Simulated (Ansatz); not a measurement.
# Zr3TiN4: vibrational free energy, entropy and heat capacity

All numbers below come from DFT PBE, scalar-relativistic, plane waves, PAW (Ansatz). Cutoff 420 eV, 8×8×8 k-points (Γ-centred), Fermi-Dirac smearing of 0.15 eV. No spin polarisation. Phonons by linear response, acoustic sum rule imposed.

Equilibrium structure at this level:
```cif
data_structure
_symmetry_space_group_name_H-M 'Pm-3m'
_symmetry_Int_Tables_number 221
_cell_length_a 4.5290
_cell_length_b 4.5290
_cell_length_c 4.5290
_cell_angle_alpha 90.000
_cell_angle_beta 90.000
_cell_angle_gamma 90.000
_cell_volume 92.90
loop_
_atom_site_label
_atom_site_type_symbol
_atom_site_symmetry_multiplicity
_atom_site_Wyckoff_symbol
_atom_site_fract_x
_atom_site_fract_y
_atom_site_fract_z
_atom_site_occupancy
Zr1 Zr 3 d 0.00000 0.00000 0.50000 1
Ti1 Ti 1 b 0.50000 0.50000 0.50000 1
N1 N 3 c 0.50000 0.50000 0.00000 1
N2 N 1 a 0.00000 0.00000 0.00000 1
```

The cell was found from a structure generator's guess, not taken from experiment. In a metal, frequencies and elastic constants depend on the k mesh and the smearing, soft modes and shear constants most.

Force constants from linear response on a 2×2×2 q mesh, interpolated to a fine mesh.

Phonon density of states, in bins of 10 cm⁻¹:
```json
{"bin centre (cm⁻¹)": "5", "share of modes (%)": "0.0"}
{"bin centre (cm⁻¹)": "15", "share of modes (%)": "0.0"}
{"bin centre (cm⁻¹)": "25", "share of modes (%)": "0.0"}
{"bin centre (cm⁻¹)": "35", "share of modes (%)": "0.0"}
{"bin centre (cm⁻¹)": "45", "share of modes (%)": "0.0"}
{"bin centre (cm⁻¹)": "55", "share of modes (%)": "0.1"}
{"bin centre (cm⁻¹)": "65", "share of modes (%)": "0.1"}
{"bin centre (cm⁻¹)": "75", "share of modes (%)": "0.2"}
{"bin centre (cm⁻¹)": "85", "share of modes (%)": "0.2"}
{"bin centre (cm⁻¹)": "95", "share of modes (%)": "0.3"}
{"bin centre (cm⁻¹)": "105", "share of modes (%)": "0.4"}
{"bin centre (cm⁻¹)": "115", "share of modes (%)": "2.1"}
{"bin centre (cm⁻¹)": "125", "share of modes (%)": "2.5"}
{"bin centre (cm⁻¹)": "135", "share of modes (%)": "1.8"}
{"bin centre (cm⁻¹)": "145", "share of modes (%)": "3.9"}
{"bin centre (cm⁻¹)": "155", "share of modes (%)": "3.6"}
{"bin centre (cm⁻¹)": "165", "share of modes (%)": "4.2"}
{"bin centre (cm⁻¹)": "175", "share of modes (%)": "4.5"}
{"bin centre (cm⁻¹)": "185", "share of modes (%)": "3.7"}
{"bin centre (cm⁻¹)": "195", "share of modes (%)": "3.5"}
{"bin centre (cm⁻¹)": "205", "share of modes (%)": "5.2"}
{"bin centre (cm⁻¹)": "215", "share of modes (%)": "6.4"}
{"bin centre (cm⁻¹)": "225", "share of modes (%)": "3.1"}
{"bin centre (cm⁻¹)": "235", "share of modes (%)": "3.7"}
{"bin centre (cm⁻¹)": "245", "share of modes (%)": "0.6"}
{"bin centre (cm⁻¹)": "255", "share of modes (%)": "0.0"}
{"bin centre (cm⁻¹)": "265", "share of modes (%)": "0.0"}
{"bin centre (cm⁻¹)": "275", "share of modes (%)": "0.0"}
{"bin centre (cm⁻¹)": "285", "share of modes (%)": "0.0"}
{"bin centre (cm⁻¹)": "295", "share of modes (%)": "0.0"}
{"bin centre (cm⁻¹)": "305", "share of modes (%)": "0.0"}
{"bin centre (cm⁻¹)": "315", "share of modes (%)": "0.0"}
{"bin centre (cm⁻¹)": "325", "share of modes (%)": "0.0"}
{"bin centre (cm⁻¹)": "335", "share of modes (%)": "0.4"}
{"bin centre (cm⁻¹)": "345", "share of modes (%)": "2.2"}
{"bin centre (cm⁻¹)": "355", "share of modes (%)": "4.2"}
{"bin centre (cm⁻¹)": "365", "share of modes (%)": "4.8"}
{"bin centre (cm⁻¹)": "375", "share of modes (%)": "0.9"}
{"bin centre (cm⁻¹)": "385", "share of modes (%)": "0.0"}
{"bin centre (cm⁻¹)": "395", "share of modes (%)": "0.0"}
{"bin centre (cm⁻¹)": "405", "share of modes (%)": "0.0"}
{"bin centre (cm⁻¹)": "415", "share of modes (%)": "0.0"}
{"bin centre (cm⁻¹)": "425", "share of modes (%)": "0.0"}
{"bin centre (cm⁻¹)": "435", "share of modes (%)": "0.0"}
{"bin centre (cm⁻¹)": "445", "share of modes (%)": "0.0"}
{"bin centre (cm⁻¹)": "455", "share of modes (%)": "0.0"}
{"bin centre (cm⁻¹)": "465", "share of modes (%)": "0.0"}
{"bin centre (cm⁻¹)": "475", "share of modes (%)": "2.2"}
{"bin centre (cm⁻¹)": "485", "share of modes (%)": "5.1"}
{"bin centre (cm⁻¹)": "495", "share of modes (%)": "6.6"}
{"bin centre (cm⁻¹)": "505", "share of modes (%)": "7.7"}
{"bin centre (cm⁻¹)": "515", "share of modes (%)": "8.6"}
{"bin centre (cm⁻¹)": "525", "share of modes (%)": "6.3"}
{"bin centre (cm⁻¹)": "535", "share of modes (%)": "1.0"}
```

Task: How much zero-point energy does an atom carry?

Result: 60.3 meV.

Task: How large are the vibrational entropy and heat capacity at 300 K?

Result: S = 2.39 k_B and C_V = 2.41 k_B per atom, 80 % of the Dulong–Petit value.

Task: Tabulate them against temperature.

Result:
| T (K) | F_vib (meV/atom) | S (k_B/atom) | C_V (k_B/atom) |
| --- | --- | --- | --- |
| 100 | 59.1 | 0.50 | 0.98 |
| 200 | 50.4 | 1.50 | 1.94 |
| 300 | 33.5 | 2.39 | 2.41 |
| 400 | 9.7 | 3.12 | 2.63 |
| 500 | -19.8 | 3.72 | 2.75 |
| 600 | -54.1 | 4.23 | 2.83 |
| 700 | -92.5 | 4.67 | 2.87 |
| 800 | -134.4 | 5.05 | 2.90 |
| 900 | -179.4 | 5.40 | 2.92 |
| 1000 | -227.3 | 5.70 | 2.93 |
